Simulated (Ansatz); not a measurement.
Consider the following.

Starting cell, LiCl (rock salt):

```yaml
crystal:
  lattice:
    - [0.00000, 2.55614, 2.55614]
    - [2.55614, 0.00000, 2.55614]
    - [2.55614, 2.55614, 0.00000]
  atoms:
    - { symbol: Cl, position: [0.00000, 0.00000, 0.00000] }
    - { symbol: Li, position: [0.50000, 0.50000, 0.50000] }
```

In each cell atom 1 (Cl, nearest neighbour Li at 2.556 Å; its periodic images, 3.6 Å or more away, move with it) moves by s·(0.707, 0.707, 0.000) (along Cartesian [110]), the rest being held.

Level of theory: r2SCAN (plane waves to 500 eV, PAW, scalar-relativistic; Ansatz, a first-principles code). k mesh 9×9×9 (Γ-centred), Fermi-Dirac smearing 0.05 eV. The energy includes the smearing's −TS. LiCl was relaxed with its symmetry unable to fall. The zero of ΔE is the undisplaced structure.

The scan covers s from -0.260 to 0.260 Å in 11 points.

Question: Is this a single well or a double well?

Answer: A single well with its minimum at or next to zero displacement.

Question: Is the energy the same for equal positive and negative displacements?

Answer: Even: the same for both signs. With its periodic images moving along, the atom's site symmetry in this cell is m-3m.

Question: What force acts on the atom along the line at s = -0.260 Å?

Answer: 0.240 eV/Å.

Question: What is the force constant k = d²E/ds² of this move at s = 0?

Answer: 0.79 eV/Å².

Question: With two atoms in the cell this is the zone-centre optical mode. What wavenumber follows (transverse: no LO-TO term)?

Answer: 193 cm⁻¹.

(For displaced atoms, the force is minus the slope of the energy, and its curvature is a force constant, which sets phonon frequencies.)
